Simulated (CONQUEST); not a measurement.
Input and output of a self-consistent single point for InSb (Cmm2, 8 atoms in the cell; from Materials Project mp-20012, changed as shown) (CONQUEST).

Computed with PBE, numerical atomic orbitals double-zeta with polarisation (the shipped basis), PseudoDojo norm-conserving potentials made for PBE (CONQUEST).

The change in words: atom 4 moved by +0.08 angstrom along z. Reference geometry (F-43m):
```
CELL_PARAMETERS angstrom
      6.63322     0.00000     0.00000
      0.00000     6.63322     0.00000
      0.00000     0.00000     6.63322
ATOMIC_POSITIONS crystal
  In 0.00000 0.00000 0.00000
  In 0.00000 0.50000 0.50000
  In 0.50000 0.00000 0.50000
  In 0.50000 0.50000 0.00000
  Sb 0.25000 0.25000 0.75000
  Sb 0.25000 0.75000 0.25000
  Sb 0.75000 0.25000 0.25000
  Sb 0.75000 0.75000 0.75000
```

Reference input (self-consistent single point, DFT, PBE, numerical atomic orbitals double-zeta with polarisation (the shipped basis), PseudoDojo norm-conserving potentials made for PBE): basis = DZP; Diag.MPMeshX, Y, Z = 2 2 2; potentials = PseudoDojo norm-conserving PBE; Grid.GridCutoff = 175 Ha; DM.SolutionMethod = diagon; Diag.SmearingType = 1; Diag.kT = 0.003675 Ha; Diag.GammaCentred = true; Diag.MPOrder = 1; minE.SCTolerance = 1.0e-06; SC.MaxIters = 100; SC.LinearMixingFactor = 0.3. This run's input differs from it in these lines:

```diff
@@ -40,3 +40,3 @@
     3.316610000     0.000000000     3.316610000  1 T T T
-    3.316610000     3.316610000     0.000000000  1 T T T
+    3.316610000     3.316610000     0.080003266  1 T T T
     1.658305000     1.658305000     4.974915000  2 T T T
```

Output, abridged:

```
    new_SC_potl: Starting.  Tolerance:  0.10000E-05

    PulayMixSC: Starting Pulay mixing, A_up =  0.300 A_dn =  0.300
    PulayMixSC: Spin non-polarised calculation.
    PulayMixSC: with Kerker preconditioning, q0 =  0.100
          Harris-Foulkes Energy            :      -629.591379224777711 Ha
          GroundState Energy (kT --> 0)    :      -629.591553993834509 Ha
          Free Energy (E-TS)               :      -629.591641378362965 Ha
          DFT Total Energy                 :      -629.537705731022015 Ha
          Total number of electrons        :       112.000000000005613
   [... lines left out ...]
          Total number of electrons        :       112.000170766459817
    PulayMixSC: Pulay iteration     6 residual:              0.46015E-05
          Harris-Foulkes Energy            :      -629.563213004864338 Ha
          GroundState Energy (kT --> 0)    :      -629.563391708326662 Ha
          Free Energy (E-TS)               :      -629.563481060057825 Ha
          DFT Total Energy                 :      -629.563212990740794 Ha
          Total number of electrons        :       112.000172510965598
    PulayMixSC: Pulay iteration     7 residual:              0.84087E-06
    PulayMixSC: Reached SCF tolerance of  0.84087E-06 after      7 iterations
      | Number of electrons      =       112.000173
      |* band energy as 2Tr[K.H] =       -86.933488994760822 Ha
      |  screened ion-ion energy =      -475.049089362251891 Ha
      |  Ha correction           =         1.748939882846501 Ha
      |  XC correction           =       -69.329551314112578 Ha
      | GS Energy with kT -> 0   =      -629.563391708326662 Ha
      | Free Energy as E-TS      =      -629.563481060057825 Ha
      |* Harris-Foulkes energy   =      -629.563213004864338 Ha
      |* DFT total energy        =      -629.563212990740794 Ha
      |  estimated accuracy      =        -0.000000014123543 Ha

    force: Forces on atoms (Ha/A )
    force:  Atom   X              Y              Z
   [... lines left out ...]
    force:     8  -0.0033950514  -0.0033950514   0.0020757064

    force: Maximum force :        0.01640805(Ha/A ) on atom         4 in z direction
    force: Force Residual:        0.00744893 Ha/A
    force: Total stress:         -0.64304979    -0.64304979    -0.61934915 GPa
    force: Average pressure:      0.63514958 GPa

    force: Finished force
    get_E_and_F: Change in energy during last step of electronic optimisation: -0.25972E-05
```

The run converged in 7 iterations. CONQUEST prints the stress tensor with tension positive. Against the reference run the free energy rises by 2.2 meV/atom, the pressure moves little (0.61 to 0.64 GPa) and the largest force goes from under 0.1 to 0.45 eV/Å.

Spin-orbit coupling is left out, which matters for bands and gaps with elements this heavy. The program uses no crystal symmetry, so grid and mesh can part values that symmetry would make equal. The atom-centred basis is finite, which shifts total energies, pressures and forces against plane waves. The structure comes from a collection of computed structures, made at another level of theory; the collection holds predicted forms beside known ones. No clean gap shows at this smearing width and mesh (spacing up to 0.47 Å⁻¹); the mesh is coarse for partly filled bands, so the values carry mesh errors. Semi-local functionals can close small gaps.

Cost on one core: roughly 110 core-seconds.
